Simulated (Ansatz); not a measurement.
## Convergence of BaCuGe with the plane-wave cutoff

Method: DFT PBEsol, scalar-relativistic, plane waves, PAW (Ansatz).

```yaml
crystal:
  lattice:
    - [4.23804, -0.03302, -0.02778]
    - [-2.14762, 3.64830, 0.01186]
    - [-0.03311, -0.00280, 5.10162]
  atoms:
    - { symbol: Ba, position: [0.98101, 0.02651, 0.04271] }
    - { symbol: Cu, position: [0.37835, 0.68697, 0.46294] }
    - { symbol: Ge, position: [0.65367, 0.32368, 0.53421] }
```

```json
{
  "Γ-centred k-mesh": "8×8×6",
  "occupation rule": "Gaussian smearing, 0.1 eV",
  "spin treatment": "unpolarised",
  "valence charge of the PAW sets": "Ba 10, Cu 19, Ge 14"
}
```

The atoms stay fixed while the plane-wave cutoff is varied. ΔE is the energy extrapolated to zero smearing, less that of the reference run (420 eV). The cell was strained and its atoms displaced at random, so that forces don't vanish. Spin–orbit coupling is left out. Pressure is positive in compression and holds a correction for the finite cutoff (Pulay stress).

**Question.** One run gave ΔE = 8096 meV/atom and P = 1.26 GPa. Which plane-wave cutoff did it use, of 200, 250, 300, 350?

**Answer.** 200 eV. All runs:

| cutoff (eV) | ΔE (meV/atom) | P (GPa) | largest change of a force component (eV/Å) | plane waves at Γ |
| --- | --- | --- | --- | --- |
| 200 | 8096 | 1.26 | 0.220 | 509 |
| 250 | 1270 | -0.83 | 0.071 | 733 |
| 300 | 140 | -0.87 | 0.022 | 923 |
| 350 | 8.11 | -0.96 | 0.003 | 1155 |
| 420 | 0.00 | -0.98 | 0.000 | 1525 |